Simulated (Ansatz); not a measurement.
P (diamond, Fd-3m) under volume change, r²SCAN in the plane-wave PAW code Ansatz, scaled uniformly.

```csv
V (Å³/atom),E − E(relaxed) (meV/atom),P (GPa)
18.224,25.5,4.84
18.825,___,___
19.425,___,___
20.026,0.0,0.00
20.627,2.0,-1.02
21.228,7.7,-2.02
21.829,17.4,-3.17
```

Question: Some entries are withheld; supply them.

Answer: 
- 19.425, E − E(relaxed) (meV/atom): 2.7
- 19.425, P (GPa): 1.42
- 18.825, E − E(relaxed) (meV/atom): 10.8
- 18.825, P (GPa): 3.10

Question: What does a third-order Birch–Murnaghan fit give for V₀, B₀ and B′?

Answer: V₀ = 20.07 Å³/atom, B₀ = 42.4 GPa, B′ = 3.5.

A made-up cell: these elements were put on the sites of a structure type; neither database checked (COD, Materials Project) lists it. It is not the phase usual at ambient conditions (space group No. 64). Symmetry was held in the r²SCAN relaxation. At this level the phase is mechanically unstable.

Potentials: the later of the program's two PAW sets.
